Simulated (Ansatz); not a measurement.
Here is an unrelaxed guess for Zr2B3.

```yaml
crystal:
  lattice:
    - [4.05021, 0.00000, 0.00000]
    - [-2.02510, 3.50758, 0.00000]
    - [0.00000, 0.00000, 4.42540]
  atoms:
    - { symbol: Zr, position: [0.33333, 0.66667, 0.50000] }
    - { symbol: Zr, position: [0.66667, 0.33333, 0.50000] }
    - { symbol: B, position: [0.50996, 0.00000, 0.00000] }
    - { symbol: B, position: [0.00000, 0.50996, 0.00000] }
    - { symbol: B, position: [0.49004, 0.49004, 0.00000] }
```

The calculation used DFT PBE, scalar-relativistic, plane waves, PAW in Ansatz 0.2.0. Settings: cutoff 420 eV, Γ-centred mesh 6×6×4 on the computed 5-atom cell, Gaussian smearing of 0.10 eV; no spin polarisation.

Formation energies are uncorrected and refer to the elements' standard structures at the same level.

Task: How far from equilibrium is it?

Result: The pressure is 17.3 GPa (the mean over three directions, positive in compression), the largest force is 0.21 eV/Å, and the energy is +1.23 eV/atom against the elements. The shortest distance is 2.03 Å.

Task: Is it a good guess?

Result: A rough one: relaxing gains about 0.53 eV/atom (the start's value is from the coarse mesh, so the gain is rough) in 22 ionic steps and ends at +0.70 eV/atom on the finer mesh. The symmetry goes from P-62m (No. 189) to P6/mmm (No. 191). The volume per atom grows by 54.3 %, from 12.6 to 19.4 Å³. The shortest distance goes from 2.03 Å (B–B) to 2.41 Å (Zr–B). Conventional cell: a = 5.582 Å, c = 3.594 Å. Zr has 6 B at 2.41 Å; B has 4 Zr at 2.41 Å and 4 B at 2.79 Å.

The last run used a 12×12×10 mesh (in the run's order of axes) for its 5-atom cell and Gaussian smearing of 0.10 eV. The relaxation can't lower the symmetry of the start, and the grade says only how near the guess is to its own end. Symmetry constrained the relaxation, so the result can be a saddle point. Another cell of Zr2B3 relaxed alike, in P-1, lies 1.25 eV/atom lower, so this cell isn't the stable form at this level.
